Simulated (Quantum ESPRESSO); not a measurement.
# Strain and stress in Zn4S3Cl

These are calculations, not measurements. They come from pw.x of Quantum ESPRESSO 7.5, a plane-wave density functional program, with PseudoDojo standard norm-conserving files (v0.5 for PBE, v0.4.1 for LDA and PBEsol). The cells are made up: elements, strain and atom displacements were drawn at random, and nothing was relaxed. There is no spin polarisation, spin-orbit coupling or dispersion term.

The cell has 8 sites of a rocksalt lattice. Sites 1 to 4 hold Zn Zn Zn Zn; sites 5 to 8 hold S S S Cl. Cell vectors in Å: (5.282, -0.045, -0.019); (-0.045, 5.212, -0.058); (-0.019, -0.058, 5.113). Settings: PBE, cutoff 1143 eV, 6 x 6 x 6 k mesh shifted by half a step, Fermi-Dirac smearing of 0.1 eV.

Each run adds a shear xy (given as the tensor component) to one cell, with the atoms carried along; the vectors above are those of run 4. Stress is positive in tension and P is minus a third of its trace. E is the free energy for each atom above the lowest run shown.

| run | strain (%) | s_xx (GPa) | s_yy (GPa) | s_zz (GPa) | s_xy (GPa) | P (GPa) | E (meV/atom) |
| --- | --- | --- | --- | --- | --- | --- | --- |
| 1 | -1.70 | 0.92 | 0.58 | -0.10 | -1.71 | -0.47 | 4.58 |
| 2 | -1.05 | 0.97 | 0.62 | -0.17 | -1.26 | -0.47 | 2.48 |
| 3 | -0.32 | 0.99 | 0.64 | -0.22 | -0.77 | -0.47 | 0.86 |
| 4 | -0.02 | 1.00 | 0.64 | -0.24 | -0.57 | -0.47 | 0.42 |
| 5 | 0.46 | 1.00 | 0.64 | -0.25 | -0.24 | -0.46 | 0.00 |
| 7 | 1.90 | 0.96 | 0.60 | -0.25 | 0.73 | -0.44 | 0.74 |
| 6 | 1.29 | ? | ? | ? | ? | ? | ? |

A rerun of one of these cells at 1437 eV and k mesh 8 x 8 x 8 moved values by no more than 0.018 eV in the cell's energy, 0.15 GPa in stress and 0.010 eV/Å in force.

## Worked fit

A parabola through the six runs shown gives s_xy = -0.55 + 0.68 e - 0.001 e² GPa, with e in per cent and a scatter of 0.01 GPa. The slope is a stiffness of 68 ± 1 GPa for each unit of this strain at e = 0, twice a shear constant under the stress shown, since the tensor component is half the shear angle. The atoms are clamped, and relaxing them would in general lower it. The error is the larger of the fit's own and the change that a cubic makes, rounded up.

## Withheld run

Question: what s_xy should run 6 give?

The fit gives 0.33 GPa. The calculation gave 0.32 GPa.

```
run  strain (%)  s_xx (GPa)  s_yy (GPa)  s_zz (GPa)  s_xy (GPa)  P (GPa)  E (meV/atom)
  6        1.29        0.98        0.63       -0.26        0.32    -0.45          0.05
```